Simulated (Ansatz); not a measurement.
Input and command of a plane-wave DFT calculation in Ansatz:

```yaml
crystal:
  lattice:
    - [-5.6033815718, -5.6033815718, 5.6033815718]
    - [5.6033815718, -5.6033815718, -5.6033815718]
    - [5.6033815718, 5.6033815718, 5.6033815718]
  atoms:
    - { symbol: Ga, position: [0.25, 0.75, 0.0] }
    - { symbol: Ga, position: [0.0, 0.75, 0.25] }
    - { symbol: Ga, position: [0.5, 0.5, 0.0] }
    - { symbol: Ga, position: [0.25, 0.5, 0.25] }
    - { symbol: Ga, position: [0.0, 0.5, 0.5] }
    - { symbol: Ga, position: [0.75, 0.75, 0.5] }
    - { symbol: Ga, position: [0.5, 0.75, 0.75] }
    - { symbol: Ga, position: [0.0, 0.0, 0.0] }
    - { symbol: Ga, position: [0.75, 0.25, 0.0] }
    - { symbol: Ga, position: [0.5, 0.25, 0.25] }
    - { symbol: Ga, position: [0.25, 0.25, 0.5] }
    - { symbol: Ga, position: [0.0, 0.25, 0.75] }
    - { symbol: Ga, position: [0.75, 0.5, 0.75] }
    - { symbol: Ga, position: [0.75, 0.0, 0.25] }
    - { symbol: Ga, position: [0.5, 0.0, 0.5] }
    - { symbol: Ga, position: [0.25, 0.0, 0.75] }
    - { symbol: As, position: [0.25, 0.75, 0.75] }
    - { symbol: As, position: [0.0, 0.75, 0.0] }
    - { symbol: As, position: [0.5, 0.5, 0.75] }
    - { symbol: As, position: [0.25, 0.5, 0.0] }
    - { symbol: As, position: [0.0, 0.5, 0.25] }
    - { symbol: As, position: [0.75, 0.75, 0.25] }
    - { symbol: As, position: [0.5, 0.75, 0.5] }
    - { symbol: As, position: [0.0, 0.0, 0.75] }
    - { symbol: As, position: [0.75, 0.25, 0.75] }
    - { symbol: As, position: [0.5, 0.25, 0.0] }
    - { symbol: As, position: [0.25, 0.25, 0.25] }
    - { symbol: As, position: [0.0, 0.25, 0.5] }
    - { symbol: As, position: [0.75, 0.5, 0.5] }
    - { symbol: As, position: [0.75, 0.0, 0.0] }
    - { symbol: As, position: [0.5, 0.0, 0.25] }
    - { symbol: As, position: [0.25, 0.0, 0.5] }
basis:
  ecutwfc: 420
  xc_grid: 2
kpoints:
  mp_grid: { grid: [3, 3, 3], shift: [0.0, 0.0, 0.0] }
hamiltonian:
  xc: lda
scf:
  occupations: { method: gaussian, width: 0.02 }
output:
  forces: true
  stress: true
  eigenvalues: true
```

```bash
ansatz run input.yaml --threads 4 --pin off --max-ram 8192MiB --backend cpu --events-out ev --progress --plain --runs-dir out
```

Processor: Intel(R) Xeon(R) Processor @ 2.10GHz (Emerald Rapids), 4 threads, on a host shared with other jobs.

Task: How long does it run, and how much memory does it take?

Result: About 61 s on 4 threads of Intel(R) Xeon(R) Processor @ 2.10GHz (Emerald Rapids) (shared host), peak memory 3.1 GiB. It solves 269 bands at 4 k points (the mesh reduced by the symmetry that the task leaves, which can be less than the crystal's) with about 13811 plane waves, in 8 SCF iterations.
